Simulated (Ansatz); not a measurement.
Relaxed-ion elastic tensor of PbI2 (CdI2 type, space group No. 164) in GPa (Voigt order), the program Ansatz at the LDA level (PAW); density 6.52 g/cm³, 39.12 Å³ per atom.

```tsv
	1	2	3	4	5	6
1	30.7	10.4	11.8	-4.4	0.0	0.0
2	10.4	30.7	11.8	4.4	0.0	0.0
3	11.8	11.8	23.0	0.0	0.0	0.0
4	-4.4	4.4	0.0	8.6	0.0	0.0
5	0.0	0.0	0.0	0.0	8.6	-4.4
6	0.0	0.0	0.0	0.0	-4.4	10.1
```

**Question.** Is the crystal mechanically stable?

**Answer.** Yes: the smallest eigenvalue of C is 4.9 GPa.

**Question.** Work out the Voigt, Reuss and Hill averages.

**Answer.** K_V = 16.9, K_R = 16.7, K_H = 16.8; G_V = 8.8, G_R = 7.1, G_H = 8.0 GPa.

**Question.** Give Young's modulus, Poisson's ratio, Pugh's ratio and the universal anisotropy index.

**Answer.** E = 9KG/(3K + G) = 20.7 GPa; ν = 0.30; K/G = 2.11 (ductile by the Pugh limit of 1.75); A_U = 5G_V/G_R + K_V/K_R − 6 = 1.23.

**Question.** Estimate the sound speeds and the Debye temperature.

**Answer.** v_l = √((K + 4G/3)/ρ) = 2050 m/s, v_t = √(G/ρ) = 1110 m/s, mean 1230 m/s; Θ = (h/k)(3n/4πV)^(1/3) v_m = 108 K.

**Question.** Solve the Christoffel equation for the three sound speeds along x, y, z.

**Answer.** Eigenvalues of C_ijkl n_j n_l equal ρv². In km/s, slowest first: x 0.87, 1.46, 2.17; y 1.09, 1.25, 2.20; z 1.15, 1.15, 1.88.

**Question.** How much does each axis shrink under pressure?

**Answer.** Linear compressibilities β_i = Σ_j S_ij (j = 1 to 3): x 17, y 17, z 26 per TPa.

Space group P-3m1 (CdI2 type). The cell was relaxed with LDA under the symmetry of its start. A crystal of weakly bound layers computed without a dispersion correction: the cell and the soft elastic constants depend strongly on that. Scalar-relativistic: spin–orbit coupling is off unless named, which matters more the heavier the elements.

Potentials: the later of the program's two PAW sets.
